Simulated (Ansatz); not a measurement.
Convergence notes, G0W0 on SnSe2 (CdI2 type)

SnSe2 built on the CdI2 prototype, relaxed with r2SCAN+rVV10; one-shot G0W0 in Ansatz without spin-orbit coupling. The values are computed, spin-unpolarised, and not measurements.

```
Sn Se
1.0
     3.82515    0.00000    0.00000
    -1.91257    3.31268    0.00000
     0.00000    0.00000    6.22708
Sn Se
1 2
Direct
  0.00000 0.00000 0.00000
  0.33333 0.66667 0.25308
  0.66667 0.33333 0.74692
```

Gaps are read over the mesh points alone. G0W0 here is at a finite number of bands, screening cutoff and k mesh, not at the basis limit.
```csv
start,potentials,frequency model,mesh,empty bands,screening cutoff (eV),Kohn-Sham gap (eV),G0W0 gap (eV),rough cost
PBE,PAW,contour deformation,6×6×2,128,80,0.79,1.27,110 core-seconds
PBE,PAW,contour deformation,6×6×2,296,140,0.79,1.29,7 core-minutes
PBE,PAW,contour deformation,6×6×2,545,210,0.79,1.29,40 core-minutes
PBE,PAW,contour deformation,6×6×4,128,80,0.79,1.27,7 core-minutes
PBE,PAW,Godby-Needs pole,6×6×2,296,140,0.79,1.34,10 core-minutes
PBE,norm-conserving,contour deformation,6×6×2,296,140,0.79,1.30,18 core-minutes
```

The quasiparticle gap on this mesh is 1.29 eV (Γ–M (0.33 of the way from Γ) to L), against 0.79 eV from PBE: +0.50 eV. Renormalisation factors Z lie between 0.67 and 0.78.

Raising bands and cutoff together moves the gap by +0.02 eV (80 to 140 eV), then 0.00 eV (140 to 210 eV); the last step is small, which bounds nothing strictly. A 6×6×4 mesh in place of 6×6×2 changes the opening over PBE by 0.00 eV (the gap on the mesh by 0.00 eV). The Godby-Needs plasmon pole differs from contour deformation by +0.05 eV. Norm-conserving potentials (wave cutoff 1170 eV against 420 eV) shift the quasiparticle gap by +0.01 eV and the PBE gap by 0.00 eV.
